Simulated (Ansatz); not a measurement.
# Bi₂Se₃: a jump of Li

The calculation used DFT LDA, scalar-relativistic, plane waves, PAW (Ansatz). Settings: 420 eV cutoff, 3×3×3 k-mesh, Gaussian smearing of 0.10 eV, no spin polarisation.

In a supercell of 35 host sites, interstitial Li hops to an equivalent place, moving 4.10 Å between the relaxed ends. Climbing-image nudged elastic band at fixed cell with images 0 (start) to 6 (end), the path measured over all atoms, converged to 0.05 eV/Å; the order of the saddle wasn't checked, and the small cell leaves errors of about a tenth of an eV. At the top the atom squeezes straight between two others, where symmetry can hold a band on a ridge, so a bent path, such as one by way of a neighbouring hole, may have a much lower barrier.

A cell with an odd number of electrons and no spin polarisation is a metal by construction and may be lower with spin. Spin-orbit coupling is left out, which matters for the bands and energies of heavy elements.

Start:

```
CELL_PARAMETERS angstrom
-8.20707 7.10754 0.00000
-10.25884 -3.55377 0.00000
-6.15531 1.18459 9.31303
ATOMIC_POSITIONS crystal
Bi 0.02834 0.45774 0.20454
Bi 0.45780 0.30941 0.20450
Bi 0.88040 0.16835 0.20561
Bi 0.30948 0.02827 0.20452
Bi 0.74569 0.88034 0.20559
Bi 0.16839 0.74567 0.20558
Bi 0.60869 0.60862 0.17403
Bi 0.83165 0.25433 0.79441
Bi 0.25435 0.11961 0.79444
Bi 0.69063 0.97165 0.79550
Bi 0.11967 0.83161 0.79443
Bi 0.54227 0.69055 0.79548
Bi 0.97175 0.54221 0.79551
Bi 0.39138 0.39131 0.82596
Se 0.42524 0.86310 0.99599
Se 0.86316 0.71565 0.99598
Se 0.28435 0.57477 0.00401
Se 0.71571 0.42519 0.99598
Se 0.13690 0.28430 0.00402
Se 0.57482 0.13685 0.00401
Se 0.00000 0.00000 0.00000
Se 0.22078 0.64066 0.63755
Se 0.64069 0.50100 0.63755
Se 0.07481 0.36305 0.62630
Se 0.50108 0.22069 0.63757
Se 0.93590 0.07476 0.62630
Se 0.36311 0.93585 0.62628
Se 0.79050 0.79043 0.62861
Se 0.63697 0.06412 0.37370
Se 0.06418 0.92520 0.37373
Se 0.49901 0.77920 0.36246
Se 0.92525 0.63691 0.37372
Se 0.35935 0.49895 0.36243
Se 0.77928 0.35931 0.36246
Se 0.20957 0.20952 0.37140
Li 0.50000 0.49994 0.50000
```

Atom 36 jumps to (-10.258, -1.184, 4.656) Å.

Give the energy along the band and the structure at its top.

| image | path (Å) | E − E(0) (eV) | Li x (Å) | Li y (Å) | Li z (Å) | force on Li (eV/Å) |
| --- | --- | --- | --- | --- | --- | --- |
| 0 | 0.00 | 0.000 | -12.310 | 2.369 | 4.656 | 0.00 |
| 1 | 0.77 | 0.192 | -11.991 | 1.825 | 4.655 | 0.39 |
| 2 | 1.54 | 0.640 | -11.654 | 1.238 | 4.654 | 0.61 |
| 3 | 2.31 | 0.957 | -11.283 | 0.594 | 4.658 | 0.00 |
| 4 | 3.09 | 0.640 | -10.912 | -0.052 | 4.661 | 0.61 |
| 5 | 3.86 | 0.192 | -10.577 | -0.639 | 4.659 | 0.39 |
| 6 | 4.63 | 0.000 | -10.258 | -1.184 | 4.656 | 0.00 |

Barrier 0.96 eV. Image 3:
```
CELL_PARAMETERS angstrom
-8.20707 7.10754 0.00000
-10.25884 -3.55377 0.00000
-6.15531 1.18459 9.31303
ATOMIC_POSITIONS crystal
Bi 0.02913 0.45486 0.20408
Bi 0.46727 0.29172 0.18285
Bi 0.87802 0.17136 0.21523
Bi 0.31201 0.02127 0.20467
Bi 0.74191 0.87698 0.21296
Bi 0.16926 0.75124 0.18779
Bi 0.61011 0.60331 0.18681
Bi 0.82957 0.26584 0.78705
Bi 0.25947 0.12154 0.79534
Bi 0.69347 0.97146 0.78478
Bi 0.10422 0.85110 0.81713
Bi 0.54236 0.68796 0.79592
Bi 0.96138 0.53953 0.81320
Bi 0.40222 0.39160 0.81222
Se 0.43142 0.86063 0.99357
Se 0.85673 0.72084 0.99962
Se 0.28574 0.57142 0.00000
Se 0.71477 0.42199 0.00038
Se 0.14007 0.28219 0.00643
Se 0.58481 0.12516 0.99301
Se 0.98669 0.01766 0.00698
Se 0.19871 0.65114 0.68117
Se 0.64174 0.50675 0.62889
Se 0.07831 0.36877 0.62859
Se 0.50034 0.22697 0.62703
Se 0.93803 0.07689 0.62599
Se 0.35896 0.93652 0.63195
Se 0.79459 0.78258 0.62774
Se 0.63346 0.06594 0.37400
Se 0.07114 0.91586 0.37297
Se 0.49319 0.77406 0.37142
Se 0.92975 0.63607 0.37111
Se 0.37280 0.49169 0.31878
Se 0.77691 0.36024 0.37226
Se 0.21253 0.20630 0.36805
Li 0.28573 0.57111 0.50018
```

Cost: 1 run of about 5.1 core-hours, on Intel Xeon Processor @ 2.70GHz (shared hosts).